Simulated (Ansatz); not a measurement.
**Profile along the As–B line in BAs (zinc blende)**

BAs (zinc blende)

```
BAs
1.0
    0.00000     2.38394     2.38394
    2.38394     0.00000     2.38394
    2.38394     2.38394     0.00000
As B
1 1
Direct
  0.25000   0.25000   0.25000
  0.00000   0.00000   0.00000
```

Fields along a shortest As–B line of a {110} plane (2.06 Å), from As to B, interpolated on the slice's grid (step about 0.1 Å). The numbers are results of PBEsol (plane waves to 420 eV, PAW, scalar-relativistic; Ansatz, an electronic-structure program), not measurements. k mesh 12×12×12. Inside the PAW spheres the values are not all-electron values, and peaks at nuclei hang on which shells count as valence. BAs was relaxed with its symmetry unable to fall.

```tsv
distance from As (Å)	valence electron density (e/Å³)	electron localisation function	density of the highest valence band (e/Å³)	density of the lowest conduction band (e/Å³)
0.00	32.64	x	0.005	0.090
0.10	31.40	x	0.007	0.092
0.21	24.96	x	0.018	0.100
0.31	17.14	x	0.038	0.111
0.41	10.29	0.24	0.067	0.115
0.52	5.54	0.39	0.103	0.109
0.62	2.85	0.54	0.140	0.093
0.72	1.58	0.67	0.172	0.071
0.82	1.06	0.75	0.194	0.052
0.93	0.86	0.81	0.205	0.042
1.03	0.79	0.86	0.209	0.042
1.13	0.76	0.90	0.210	0.054
1.24	0.75	0.90	0.214	0.076
1.34	0.77	0.89	0.221	0.106
1.44	0.79	0.81	0.228	0.140
1.54	0.79	0.63	0.227	0.167
1.65	0.73	0.36	0.204	0.177
1.75	0.60	x	0.155	0.160
1.85	0.43	x	0.088	0.120
1.96	0.29	x	0.028	0.079
2.06	0.23	x	0.003	0.059
```

x: too close to a nucleus for the ELF to mean much. Band densities are of whole bands, smooth part only.

Density on the As–B line (2.06 Å) at its density minimum, 1.2 Å from As: 0.75 e/Å³. ELF at that point: 0.9. ELF maximum in the middle third of the As–B line: 0.90, 1.2 Å from As.
